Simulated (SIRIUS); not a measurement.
Worked example: self-consistent single point of Si (Fd-3m, 2 atoms in the cell; from Materials Project mp-149, lattice scaled a little) in SIRIUS.

All values come from this method and carry its errors: SIRIUS with PBE, FP-LAPW (LAPW with two local orbitals a valence shell; core below -3 Ha), all-electron full potential with ZORA scalar-relativistic valence and Dirac core.

```yaml
crystal:
  lattice:
    - [0.00000, 2.77710, 2.77710]
    - [2.77710, 0.00000, 2.77710]
    - [2.77710, 2.77710, 0.00000]
  atoms:
    - { symbol: Si, position: [0.25000, 0.25000, 0.25000] }
    - { symbol: Si, position: [0.00000, 0.00000, 0.00000] }
```

Reference input (self-consistent single point, DFT, PBE, FP-LAPW (LAPW with two local orbitals a valence shell; core below -3 Ha), all-electron full potential with ZORA scalar-relativistic valence and Dirac core): parameters.ngridk = 8 8 8; basis = LAPW with two local orbitals a valence shell, core below -3 Ha; unit_cell.atom_type_rmt = {Si: 2.2} bohr; parameters.xc_functionals = [XC_GGA_X_PBE, XC_GGA_C_PBE]; parameters.aw_cutoff = 7; parameters.pw_cutoff = 20 1/bohr; parameters.smearing = gaussian; parameters.smearing_width = 0.000367493 Ha; parameters.electronic_structure_method = full_potential_lapwlo; parameters.lmax_apw = 8; parameters.lmax_rho = 8; parameters.lmax_pot = 8. This run's input differs from it in these lines:

```diff
@@ -20,3 +20,3 @@
     "auto_rmt": 0,
-    "ngridk": [8, 8, 8],
+    "ngridk": [11, 11, 11],
     "smearing": "gaussian",
```

The program printed (abridged):

```
[find] density tolerance         : 1e-06
[find] total energy tolerance    : 1e-07
[find] iter_solver_tol (initial) : 0.01
[find] iter_solver_tol (target)  : 1e-13
[find] num_dft_iter              : 100
Charges and magnetic moments
--------------------------------------------------------------------------------
atom      charge    core leakage
--------------------------------------------------------------------------------
   0   12.189234    0.000000e+00
   1   12.189234    0.000000e+00

total core leakage    : 0.00000000e+00
interstitial charge   : 3.621532
total charge          : 28.000000
[find] | SCF iteration   0 out of 100|
   [... lines left out ...]
[find]    1   12.231987    1.341606e-03
[find] total core leakage    : 2.68321257e-03
[find] interstitial charge   : 3.533342
[find] total charge          : 27.997316
[find] Energy
[find] smearing (-TS)                 :      -0.00000000
[find] Total energy                   :    -580.07082717 (Ha),   -1160.14165434 (Ry)
[find] Free energy (E-TS)             :    -580.07082717 (Ha),   -1160.14165434 (Ry)
[find] band gap (eV)                  :       0.72046826
[find] Efermi                         :       0.17315924
[find] iteration : 9, RMS (target) : 9.9532e-07 (1.0000e-06) , energy difference (target) : 3.5220e-10 (1.0000e-07)
[find] converged after 10 SCF iterations!
Warning in function "check_num_electrons" at src/density/density.cpp:1179
wrong number of electrons
  obtained value : 27.9973
  target value : 28
  difference : 0.00268371
  total core leakage : 0.00268321
    atom class : 0, core leakage : 0.00134161
[find] Charges and magnetic moments
[find] atom      charge    core leakage
[find]    0   12.231987    1.341606e-03
[find]    1   12.231987    1.341606e-03
[find] total core leakage    : 2.68321257e-03
[find] interstitial charge   : 3.533342
[find] total charge          : 27.997316
[find] Energy
[find] smearing (-TS)                 :      -0.00000000
[find] Total energy                   :    -580.07082717 (Ha),   -1160.14165434 (Ry)
[find] Free energy (E-TS)             :    -580.07082717 (Ha),   -1160.14165434 (Ry)
[find] band gap (eV)                  :       0.72046826
[find] Efermi                         :       0.17315924
[ground_state] ==== total Forces in Ha/bohr =====
[ground_state] atom:    0, force:      -0.0000000     -0.0000000      0.0000000
[ground_state] atom:    1, force:       0.0000000     -0.0000000      0.0000000
```

The run converged in 10 iterations. Against the reference run the free energy falls by 1.8 meV/atom.

This run is one point of a test of settings, so its values need not be converged; read them against the reference run alone. The structure comes from a collection of computed structures, made at another level of theory; the collection holds predicted forms beside known ones. Its lattice was then scaled. Values depend on the basis (sphere radii, cutoffs, local orbitals), which need not be converged.

Cost on one core: very roughly 17 core-seconds.

The gap that the log prints is read on the run's mesh, which can miss the band edges or a crossing.
